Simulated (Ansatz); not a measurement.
Born–Oppenheimer molecular dynamics of a 24-atom Zr5Ti3 cell at 21.57 Å³/atom, computed with Ansatz: Langevin thermostat at 300 K, 68 steps of 3.0 fs, friction 0.03 1/fs. The run is short and the cell small, so it isn't an equilibrium average.

```yaml
crystal:
  lattice:
    - [8.08835, -0.071744, 0.286035]
    - [-0.071744, 7.893933, -0.006835]
    - [0.286035, -0.006835, 8.119792]
  atoms:
    - { symbol: Zr, position: [0.7836088772, 0.0999891609, 0.3696620614] }
    - { symbol: Zr, position: [0.0428305186, 0.4640718992, 0.825591266] }
    - { symbol: Zr, position: [0.8223737226, 0.7919227566, 0.7630276988] }
    - { symbol: Zr, position: [0.2659651845, 0.1258586149, 0.81177319] }
    - { symbol: Zr, position: [0.1304440506, 0.0469883052, 0.2084287536] }
    - { symbol: Zr, position: [0.6089245994, 0.7790457133, 0.4944150016] }
    - { symbol: Zr, position: [0.4655856367, 0.0625947663, 0.0844513459] }
    - { symbol: Zr, position: [0.9437101206, 0.4697435943, 0.203893061] }
    - { symbol: Zr, position: [0.0437469184, 0.1185397454, 0.5562047528] }
    - { symbol: Zr, position: [0.0916444948, 0.7891904026, 0.9938153255] }
    - { symbol: Zr, position: [0.6740167255, 0.424426721, 0.9808434009] }
    - { symbol: Zr, position: [0.3019414005, 0.4346729821, 0.0866198315] }
    - { symbol: Zr, position: [0.4172482376, 0.4674534408, 0.7196073983] }
    - { symbol: Zr, position: [0.7577156339, 0.4166176149, 0.5991614098] }
    - { symbol: Zr, position: [0.4330447585, 0.134059363, 0.4434497327] }
    - { symbol: Ti, position: [0.4682148009, 0.7662179928, 0.8857311215] }
    - { symbol: Ti, position: [0.2408904051, 0.7550871271, 0.6501334548] }
    - { symbol: Ti, position: [0.9568871414, 0.7515049105, 0.4253255412] }
    - { symbol: Ti, position: [0.882924354, 0.1383371861, 0.0027315853] }
    - { symbol: Ti, position: [0.2172634067, 0.4527733316, 0.4367567353] }
    - { symbol: Ti, position: [0.3332753359, 0.7526589492, 0.2636224838] }
    - { symbol: Ti, position: [0.7085609795, 0.7827570892, 0.1627189108] }
    - { symbol: Ti, position: [0.5838407032, 0.4618178219, 0.319936877] }
    - { symbol: Ti, position: [0.6616012294, 0.1128335462, 0.781055339] }
  symmetry: { detect: false }
basis:
  ecutwfc: 420
  xc_grid: 1
kpoints:
  mp_grid: { grid: [1, 1, 1], shift: [0.25, 0.25, 0.25] }
hamiltonian:
  xc: pbe
scf:
  occupations: { method: fermi_dirac, width: 0.05 }
  lower_state_search: "off"
  convergence: { dr2_threshold: 1.0e-05 }
output:
  forces: true
  stress: true
md:
  timestep: 3.0
  n_steps: 68
  ensemble: nvt_langevin
  friction: 0.03
  temperature: 300.0
  initial_velocities: maxwell_boltzmann
  seed: 49606
```

```bash
ansatz run input.yaml --threads 2 --pin off --max-ram 5120MiB --backend cpu --events-out ev --progress --plain --runs-dir out
```

Theory: DFT PBE, scalar-relativistic, plane waves, PAW (Ansatz 0.2.0).

5 frames, positions in Å (not wrapped into the cell) and forces in eV/Å:

```xyz
24
Lattice="8.088 -0.072 0.286 -0.072 7.894 -0.007 0.286 -0.007 8.120" Properties=species:S:1:pos:R:3:forces:R:3 pbc="T T T" time_fs=0.0 temperature_K=288 free_energy_over_first_frame_eV=0.000
Zr    6.437    0.731    3.225   -0.490    0.300   -0.560
Zr    0.549    3.655    6.713   -0.460   -0.420   -0.820
Zr    6.813    6.187    6.425    0.680   -0.160    0.590
Zr    2.374    0.969    6.667   -0.090   -0.660    0.080
Zr    1.111    0.360    1.729   -0.390    1.160    0.400
Zr    5.011    6.103    4.183   -1.050    0.070    0.940
Zr    3.785    0.460    0.818    1.650    0.450    0.690
Zr    7.658    3.639    1.922    0.010   -0.390    0.730
Zr    0.504    0.929    4.528    0.240   -0.200    1.390
Zr    0.969    6.216    8.090    0.580   -0.120    0.000
Zr    5.702    3.295    8.154   -0.420    0.580   -0.240
Zr    2.436    3.409    0.787    0.050   -0.260    0.120
Zr    3.547    3.655    5.959    0.210   -0.470   -0.800
Zr    6.270    3.230    5.079    1.250    0.550   -0.220
Zr    3.620    1.024    3.724   -0.510    0.190    0.350
Ti    3.985    6.009    7.321   -0.100    0.230    0.470
Ti    2.080    5.939    5.343   -0.920    0.670   -0.950
Ti    7.807    5.861    3.722    0.690   -0.470   -0.470
Ti    7.132    1.029    0.274    0.320   -0.240   -0.310
Ti    1.850    3.556    3.605   -0.200    0.000    0.590
Ti    2.717    5.916    2.231    0.290   -0.450    0.330
Ti    5.721    6.127    1.519    0.020    0.090   -1.160
Ti    4.781    3.601    2.762   -0.710    0.010    0.060
Ti    5.567    0.838    6.530   -0.650   -0.450   -1.200
24
Lattice="8.088 -0.072 0.286 -0.072 7.894 -0.007 0.286 -0.007 8.120" Properties=species:S:1:pos:R:3:forces:R:3 pbc="T T T" time_fs=51.0 temperature_K=434 free_energy_over_first_frame_eV=-1.140
Zr    6.495    0.815    3.200   -1.080    0.010   -0.180
Zr    0.526    3.663    6.629    0.170   -0.270   -0.210
Zr    6.802    6.095    6.407    0.700    0.380    0.850
Zr    2.400    0.910    6.685    0.010   -0.390    0.560
Zr    1.078    0.487    1.744    0.180    0.580    0.390
Zr    4.942    6.146    4.269   -0.300    0.240   -0.090
Zr    3.934    0.510    0.856    0.520   -0.120    0.770
Zr    7.647    3.600    1.942   -0.100   -0.210    0.460
Zr    0.507    0.879    4.723   -0.360   -0.470    0.270
Zr    1.104    6.231    8.061   -0.170   -0.420    0.240
Zr    5.731    3.368    8.251   -0.760    0.350   -0.780
Zr    2.420    3.299    0.743    0.110    0.260    0.360
Zr    3.536    3.603    5.936    0.060   -0.350   -1.000
Zr    6.349    3.322    5.130    0.580    0.090   -0.340
Zr    3.524    1.101    3.820    0.180   -0.380   -0.010
Ti    3.986    5.875    7.309    0.170    0.590    0.790
Ti    2.088    6.014    5.242   -0.630    0.500   -0.560
Ti    7.944    5.836    3.629   -0.100    0.100   -0.050
Ti    6.967    1.054    0.238    0.880   -0.740   -0.260
Ti    1.611    3.519    3.676    0.260    0.080    0.200
Ti    2.697    5.890    2.366    0.210   -0.070   -0.310
Ti    5.869    6.238    1.401   -0.100    0.080   -0.390
Ti    4.750    3.567    2.853   -0.390    0.200    0.090
Ti    5.333    0.764    6.393   -0.010   -0.050   -0.810
24
Lattice="8.088 -0.072 0.286 -0.072 7.894 -0.007 0.286 -0.007 8.120" Properties=species:S:1:pos:R:3:forces:R:3 pbc="T T T" time_fs=102.0 temperature_K=278 free_energy_over_first_frame_eV=-1.639
Zr    6.333    0.834    3.159   -0.030   -0.180   -0.100
Zr    0.536    3.646    6.702   -0.140   -0.250   -0.310
Zr    6.882    6.089    6.465    0.150    0.620    0.680
Zr    2.337    0.940    6.782    0.080   -0.770    0.420
Zr    0.966    0.597    1.771    0.670    0.120    0.220
Zr    4.920    6.156    4.361   -0.390    0.150   -0.250
Zr    4.013    0.456    0.963    0.100    0.660    0.130
Zr    7.645    3.503    2.015   -0.430   -0.020   -0.210
Zr    0.473    0.756    4.729   -0.750    0.250    0.170
Zr    1.151    6.203    8.083   -0.080   -0.210    0.580
Zr    5.575    3.432    8.197    0.290   -0.440   -0.190
Zr    2.376    3.346    0.707    0.260    0.100    0.630
Zr    3.477    3.553    5.844    0.140    0.520   -0.390
Zr    6.485    3.356    5.137   -0.190   -0.240   -0.400
Zr    3.555    1.155    3.936   -0.700   -0.810   -0.280
Ti    3.993    5.923    7.378    0.110    0.230    0.290
Ti    1.902    6.087    5.143    0.400    0.060    0.070
Ti    7.957    5.808    3.696   -0.320    0.080   -0.670
Ti    6.985    1.017    0.096    0.260   -0.290   -0.150
Ti    1.608    3.428    3.695    0.320    0.210   -0.010
Ti    2.755    6.001    2.357   -0.140   -0.350   -0.290
Ti    5.968    6.182    1.297   -0.090    0.110    0.270
Ti    4.702    3.604    2.976   -0.030    0.320   -0.550
Ti    5.228    0.733    6.224    0.520    0.150    0.350
24
Lattice="8.088 -0.072 0.286 -0.072 7.894 -0.007 0.286 -0.007 8.120" Properties=species:S:1:pos:R:3:forces:R:3 pbc="T T T" time_fs=153.0 temperature_K=297 free_energy_over_first_frame_eV=-1.791
Zr    6.268    0.896    3.150   -0.030   -0.010   -0.200
Zr    0.509    3.578    6.617    0.460   -0.040    0.230
Zr    6.892    6.203    6.551   -0.020   -0.100    0.010
Zr    2.358    0.918    6.896    0.030   -0.410   -0.300
Zr    0.974    0.692    1.772    0.040   -0.330    0.120
Zr    4.849    6.290    4.305   -0.100   -0.260    0.160
Zr    4.020    0.481    1.043    0.250    0.820    0.060
Zr    7.659    3.455    1.995   -0.740    0.130   -0.450
Zr    0.340    0.822    4.746    0.030   -0.030    0.380
Zr    1.220    6.111    8.007   -0.220    0.080    0.570
Zr    5.549    3.254    8.183   -0.340    0.480   -0.210
Zr    2.312    3.380    0.798    0.850   -0.080   -0.220
Zr    3.524    3.637    5.879   -0.110    0.250   -0.310
Zr    6.577    3.312    5.113   -0.600    0.280   -0.640
Zr    3.466    1.087    3.937   -0.720    0.090    0.290
Ti    4.059    6.091    7.505    0.280   -0.420   -0.340
Ti    1.817    6.160    5.053    0.480   -0.060    0.080
Ti    7.920    5.839    3.603   -0.420    0.290   -0.360
Ti    6.931    1.096    0.028    1.030   -0.720    0.190
Ti    1.613    3.470    3.670    0.550    0.220    0.270
Ti    2.722    6.097    2.149   -0.070   -0.770    0.690
Ti    6.011    6.048    1.336   -0.170    0.160    0.420
Ti    4.749    3.656    2.925   -0.410    0.260   -0.050
Ti    5.314    0.792    6.311   -0.060    0.170   -0.360
24
Lattice="8.088 -0.072 0.286 -0.072 7.894 -0.007 0.286 -0.007 8.120" Properties=species:S:1:pos:R:3:forces:R:3 pbc="T T T" time_fs=204.0 temperature_K=269 free_energy_over_first_frame_eV=-1.960
Zr    6.301    0.944    3.144   -0.620   -0.150   -0.150
Zr    0.523    3.596    6.659    0.140   -0.220    0.280
Zr    6.843    6.271    6.490    0.720   -0.520    0.150
Zr    2.387    0.888    6.970    0.150   -0.040   -0.380
Zr    1.022    0.684    1.793   -0.080   -0.080    0.340
Zr    4.818    6.396    4.265   -0.210   -0.410    0.080
Zr    4.017    0.544    1.090    0.390    0.170   -0.140
Zr    7.624    3.476    1.960    0.130    0.260   -0.100
Zr    0.288    0.943    4.878    0.400   -0.210    0.170
Zr    1.206    6.117    7.995    0.040    0.180    0.780
Zr    5.569    3.270    8.124    0.070    0.310   -0.030
Zr    2.433    3.330    0.921   -0.150    0.170   -0.170
Zr    3.519    3.746    5.967   -0.040   -0.160   -0.630
Zr    6.514    3.282    5.065   -0.200    0.840   -0.470
Zr    3.365    1.171    3.955   -0.030    0.040    0.220
Ti    4.185    6.010    7.497   -0.610    0.280    0.200
Ti    1.792    6.171    5.188    0.250    0.010   -0.470
Ti    7.891    6.079    3.474   -0.440   -0.170    0.100
Ti    7.012    1.056    0.123    0.410   -0.550   -0.440
Ti    1.653    3.610    3.760    0.000    0.230   -0.200
Ti    2.670    6.075    2.178    0.190   -0.400    0.590
Ti    5.871    6.000    1.389    0.170    0.280   -0.050
Ti    4.667    3.747    2.893   -0.240   -0.020    0.080
Ti    5.404    0.797    6.200   -0.460    0.180    0.240
```

Over the second half the temperature averages 294 K and the pressure (kinetic part included, positive in compression) -1.6 GPa. Mean square displacements at the end: Ti 0.08 Å², Zr 0.07 Å² (from the start of this run, the atoms' common shift taken off).

One k point is coarse for so small a cell, so forces and above all the pressure are rough.

Time: 7.4 min on 2 threads of Arm Neoverse V1 (shared host), peak memory 0.83 GiB.